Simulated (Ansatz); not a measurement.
Computed with DFT PBE, scalar-relativistic, plane waves, PAW in Ansatz 0.2.0. Plane waves to 420 eV, a 10×10×8 mesh through Γ for the 8-atom cell and 0.10 eV Gaussian smearing; collinear spin.

Formation energies are uncorrected and count from the elements' standard states at the same level.

Q: Find a candidate tetragonal metal that holds Al and 2 more elements, with a formation energy near −0.59 eV/atom, a density near 6.06 g/cm³ and a net moment near 0.1 μB per atom, in a cell of 8 atoms.

A: Al4Co3Ni, space group P4/mmm (No. 123). Al has 6 Co at 2.47–2.49 Å, 2 Ni at 2.49 Å and 6 Al at 2.85–2.91 Å; Co on its first site is surrounded by 8 Al at 2.47 Å and 6 Co at 2.86–2.88 Å; Co on its second site has 8 Al at 2.49 Å, 4 Ni at 2.86 Å and 2 Co at 2.88 Å; Ni is surrounded by 8 Al at 2.49 Å and 6 Co at 2.86–2.88 Å; 1 more site not described.

Space group P4/mmm (No. 123). a = 4.040 Å, b = 4.040 Å, c = 5.769 Å, α = 90.00°, β = 90.00°, γ = 90.00°
```csv
atom,site,symmetry,x,y,z
Al,4i,2mm.,0.0000,0.5000,0.7526
Co,1a,4/mmm,0.0000,0.0000,0.0000
Co,1b,4/mmm,0.0000,0.0000,0.5000
Co,1c,4/mmm,0.5000,0.5000,0.0000
Ni,1d,4/mmm,0.5000,0.5000,0.5000
```

- Volume per atom: 11.77 Å³
- Density: 6.06 g/cm³
- Formation energy: −0.59 eV/atom
- Gap on the 10×10×8 mesh of the 8-atom cell: 0 eV (a metal)
- Net moment per atom: 0.12 μB
- Moment by site: Ni 0.1; Co 0.3, 0.5, 0.2 μB

The structure comes from a generated guess, relaxed at this level; another structure or a mixture of phases may lie lower. The answer needn't be unique; the calculation gave this one.

The magnetic state reached may not be the lowest. Symmetry constrained the relaxation, so the result can be a saddle point. Site moments count only spheres around the atoms; the net moment includes the space between them.
